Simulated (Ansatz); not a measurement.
BiB, first-principles data

BiB:
```
CELL_PARAMETERS angstrom
      0.00000     2.76074     2.76074
      2.76074     0.00000     2.76074
      2.76074     2.76074     0.00000
ATOMIC_POSITIONS crystal
  Bi 0.75000 0.75000 0.75000
  B  0.00000 0.00000 0.00000
```

Space group F-43m (No. 216), zinc blende; conventional cell a = b = c = 5.5215 Å, α = β = γ = 90.00°.

Method: plane-wave PAW PBE (Ansatz code). The cell and atoms are relaxed at this level. Other levels are named where they apply.

### Cell and energy

```json
{
  "volume_per_atom": "21.04 Å³",
  "density": "8.67 g/cm³",
  "Formation energy from the elements (no fitted shifts)": "796 meV/atom"
}
```

### Electronic structure

```json
{
 "band_gap": "0.16 eV (direct)",
 "valence_band_maximum": "at Γ",
 "conduction_band_minimum": "at Γ",
 "electron_effective_mass": "0.012 mₑ (isotropic)",
 "Weight of the conduction-edge state by species (Voronoi cells)": "B 65 %, Bi 35 %",
 "Hole effective mass, band 1 of 3 at the edge": "0.23 along [100], 1.5 along [110], 0.53 along [111] (mₑ)",
 "Hole effective mass, band 2 of 3 at the edge": "0.23 along [100], 0.23 along [110], 0.53 along [111] (mₑ)",
 "Hole effective mass, band 3 of 3 at the edge": "0.012 along [100], 0.011 along [110], 0.011 along [111] (mₑ)",
 "Weight of the valence-edge state by species (Voronoi cells)": "B 70 %, Bi 30 %"
}
```

### Mechanics

```json
{
  "Bulk modulus (Birch–Murnaghan fit)": "727 kbar",
  "Pressure derivative B′": "4.7"
}
```

The cell is a constructed one: a structure type filled with these elements; neither database checked (COD, Materials Project) lists it. Its standing as an ambient phase is unchecked. The PBE relaxation kept the symmetry of its start; its stability against distortions is not shown here. The references are the lowest solids computed at this level, not always the standard phases. Spin–orbit coupling is left out wherever it is not named.

Potentials: the later of the program's two PAW sets.
